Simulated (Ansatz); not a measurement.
Cu:
```yaml
crystal:
  lattice:
    - [8.71389, 0.00000, 0.00000]
    - [0.00000, 8.71389, 0.00000]
    - [0.00000, 0.00000, 4.61294]
  atoms:
    - { symbol: Cu, position: [0.46202, 0.86673, 0.00000] }
    - { symbol: Cu, position: [0.53798, 0.13327, 0.00000] }
    - { symbol: Cu, position: [0.63327, 0.96202, 0.50000] }
    - { symbol: Cu, position: [0.36673, 0.03798, 0.50000] }
    - { symbol: Cu, position: [0.96202, 0.63327, 0.50000] }
    - { symbol: Cu, position: [0.03798, 0.36673, 0.50000] }
    - { symbol: Cu, position: [0.13327, 0.53798, 0.00000] }
    - { symbol: Cu, position: [0.86673, 0.46202, 0.00000] }
    - { symbol: Cu, position: [0.76458, 0.43346, 0.50000] }
    - { symbol: Cu, position: [0.23542, 0.56654, 0.50000] }
    - { symbol: Cu, position: [0.06654, 0.26458, 0.00000] }
    - { symbol: Cu, position: [0.93346, 0.73542, 0.00000] }
    - { symbol: Cu, position: [0.26458, 0.06654, 0.00000] }
    - { symbol: Cu, position: [0.73542, 0.93346, 0.00000] }
    - { symbol: Cu, position: [0.56654, 0.23542, 0.50000] }
    - { symbol: Cu, position: [0.43346, 0.76458, 0.50000] }
    - { symbol: Cu, position: [0.81816, 0.18184, 0.74934] }
    - { symbol: Cu, position: [0.18184, 0.81816, 0.25066] }
    - { symbol: Cu, position: [0.31816, 0.31816, 0.24934] }
    - { symbol: Cu, position: [0.68184, 0.68184, 0.75066] }
    - { symbol: Cu, position: [0.18184, 0.81816, 0.74934] }
    - { symbol: Cu, position: [0.81816, 0.18184, 0.25066] }
    - { symbol: Cu, position: [0.68184, 0.68184, 0.24934] }
    - { symbol: Cu, position: [0.31816, 0.31816, 0.75066] }
    - { symbol: Cu, position: [0.40129, 0.59871, 0.00000] }
    - { symbol: Cu, position: [0.59871, 0.40129, 0.00000] }
    - { symbol: Cu, position: [0.90129, 0.90129, 0.50000] }
    - { symbol: Cu, position: [0.09871, 0.09871, 0.50000] }
    - { symbol: Cu, position: [0.00000, 0.00000, 0.00000] }
    - { symbol: Cu, position: [0.50000, 0.50000, 0.50000] }
```

Relaxed with r²SCAN. Special points in fractions of this cell's reciprocal vectors: Γ (0.000, 0.000, 0.000); X (0.000, 0.500, 0.000); M (0.500, 0.500, 0.000); Z (0.000, 0.000, 0.500); R (0.000, 0.500, 0.500); A (0.500, 0.500, 0.500).

Problem. List the band energies nearest the Fermi level at these points for r²SCAN (plane waves, PAW; program Ansatz).

Solution. In eV from the Fermi level; about four levels below and three above (degenerate sets whole), none deeper than 8.9 eV; points with the same levels are listed once.

| k | below | above |
|---|---|---|
| Γ | -1.51 -1.51 -1.51 -0.21 | 0.20 0.20 0.29 |
| X | -0.57 -0.57 -0.38 -0.38 | 0.10 0.10 0.28 0.28 |
| M | -1.19 -1.19 -1.18 -1.18 | 0.40 0.40 0.60 0.60 |
| Z | -0.79 -0.79 -0.66 -0.66 | 1.69 1.69 1.95 1.95 |
| R | -0.55 -0.55 -0.53 -0.53 | 0.74 0.74 0.78 0.78 |
| A | -0.20 -0.20 -0.15 -0.15 | 0.11 0.11 0.17 0.17 |

Space group P4_2/mnm. The start of the workflow was typed in or built on a structure type; neither database checked (COD, Materials Project) lists it. It is not the phase usual at ambient conditions (space group No. 225). The cell was relaxed with r²SCAN under the symmetry of its start; whether a distortion lowers the energy is not shown. No spin polarisation was allowed.

Potentials: the later of the program's two PAW sets.
